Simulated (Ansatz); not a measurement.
Which element?

Cell vectors (Å):

```
3.5890 0.0000 0.0000
0.0000 3.5890 0.0000
0.0000 0.0000 3.5890
```

| atom | a | b | c |
| --- | --- | --- | --- |
| Lu | 0.5000 | 0.5000 | 0.5000 |
| X | 0.0000 | 0.0000 | 0.0000 |

Method: PBEsol, all-electron LAPW in Ansatz 0.2.0, scalar-relativistic. k mesh 12×12×12, fine mesh 16×16×16, Fermi-Dirac smearing of 0.100 eV, lines of 0.2 eV, Drude damping 0.05 eV.

Independent-particle optical response of a crystal from Kohn-Sham bands on the fine mesh with a Drude term, no local fields or excitons; Cartesian axes as in the cell vectors.

- Fine mesh: 16, 16, 16
- Line width: 0.2 eV
- Drude damping: 0.05 eV
- Further gaussian width: 0.3 eV

```csv
photon energy (eV),dielectric imag xx
0.8,28.33
1.6,20.3
2.4,16.51
3.2,10.94
4,6.94
4.8,4.94
5.6,5.97
6.4,5.56
7.2,3.93
8,3.51
8.8,3.22
9.6,2.49
10.4,1.42
11.2,1.34
12,0.84
12.8,0.83
13.6,0.62
14.4,0.65
15.2,0.71
16,0.57
16.8,0.73
17.6,0.84
18.4,0.85
19.2,0.7
20,0.61
```

Problem. All X atoms are one element. Which one was computed?

Solution. Hg; the crystal is LuHg (Pm-3m).

Limits of these numbers: filled d bands lie too high at this level, so their transitions start too early; these sums move with the mesh, by several per cent and more for small sheets; spectra summed at the mesh points alone; no spin-orbit coupling on heavy atoms.
